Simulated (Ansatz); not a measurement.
## One compound in many structure types

Screening note. Relaxing one composition in several structure types shows which are competitive, which pressure would favour, and how volume and gap change with structure.

PdGe2, fluorite or antifluorite type serves as the reference. The reference is the lowest phase computed, which need not be the stable form in nature.

Levels of theory (Ansatz, a plane-wave PAW program): energy: PBE, total energy at 0 K with the change to a 700 eV cutoff added (comparable within one formula alone); volume per atom: PBE, relaxed cell; gap: PBE; bulk modulus: PBE, equation-of-state fit.

Working rules: ΔE = E − E_ref; ΔV = V − V_ref; temperature scale ΔE/k_B = 11.605 K/meV × ΔE.

```
crystal                                          E (eV/atom)  V (Å³/atom)  gap (eV)  B₀ (GPa)  ΔE (meV/atom)  ΔV (Å³/atom)  ΔE/k_B (K)
-----------------------------------------------  -----------  -----------  --------  --------  -------------  ------------  ----------
PdGe2, MoSi2 or CaC2 type                          −5187.674        17.20      0.00      98.5          146.0         −1.50        1700
PdGe2, AlB2 type, P6/mmm                           −5187.490        17.28      0.00      91.4            330         −1.42        3800
PdGe2, fluorite or antifluorite type, reference    −5187.820        18.70      0.00      99.5            0.0          0.00           0
PdGe2, C49 type, Cmcm                              −5187.686        17.16      0.00      95.1          134.0         −1.54        1600
PdGe2, Al2Cu type, I4/mcm                          −5187.783        17.31      0.00       101           37.0         −1.39         430
PdGe2, C54 type, Fddd                              −5187.680        17.21      0.00      96.0            140         −1.49        1600
```

Model phases, started by placing the elements on a structure type or from a typed cell, with no claim that they are known: PdGe2, MoSi2 or CaC2 type; PdGe2, AlB2 type, P6/mmm; PdGe2, fluorite or antifluorite type; PdGe2, C49 type, Cmcm; PdGe2, Al2Cu type, I4/mcm; PdGe2, C54 type, Fddd. No gap (0.00) means none at this level, which can close a small real gap. Spin–orbit coupling is left out unless named.

For PdGe2, AlB2 type, P6/mmm, step by step:

1. ΔE = 1000 × (−5187.490 − (−5187.820)) = 330 meV/atom
2. ΔV = 17.28 − 18.70 = −1.42 Å³/atom
3. ΔE/k_B: 11.605 × 330 = 3800 K

Ranking by ΔE, lowest first: PdGe2, fluorite or antifluorite type (0.0 ± 5.0), PdGe2, Al2Cu type, I4/mcm (37.0 ± 5.0), PdGe2, C49 type, Cmcm (134.0 ± 5.0) ≈ PdGe2, C54 type, Fddd (140 ± 5.0) ≈ PdGe2, MoSi2 or CaC2 type (146.0 ± 5.0), PdGe2, AlB2 type, P6/mmm (330 ± 5.0). The ± follows from allowances picked for this note (energy 0.004 eV/atom, 3 meV/atom on the figure itself), carried to first order and added in quadrature, each row's own inputs moving alone; ≈ joins neighbours closer than their two ± added in quadrature.

Denser than the reference, so favoured by pressure; with fixed volumes the enthalpies cross at P ≈ 0.1602 ΔE/|ΔV|: PdGe2, Al2Cu type, I4/mcm 0.1602 × 37.0/1.39 = 4.3 GPa, PdGe2, C49 type, Cmcm 0.1602 × 134.0/1.54 = 14 GPa, PdGe2, C54 type, Fddd 0.1602 × 140/1.49 = 15 GPa, PdGe2, MoSi2 or CaC2 type 0.1602 × 146.0/1.50 = 16 GPa. Each is against the reference alone, so another phase may come first, and differences in compressibility move them.

Vibrational free energy is left out, and phases that were not computed could lie lower. Rows are a sample of the computed phases of this formula. Limits of the draw: a spread of over 30 meV/atom, none over 0.9 eV/atom above the reference, within 8 meV/atom of the lowest or within 3 meV/atom of a neighbour. As a rule kept out of such tables: 4f compounds, open-shell compounds run without a Hubbard term, cells found unstable in the tests at hand, cells close to a higher symmetry, and runs set to a pressure or over 12 % in volume from the crystal's fullest run.
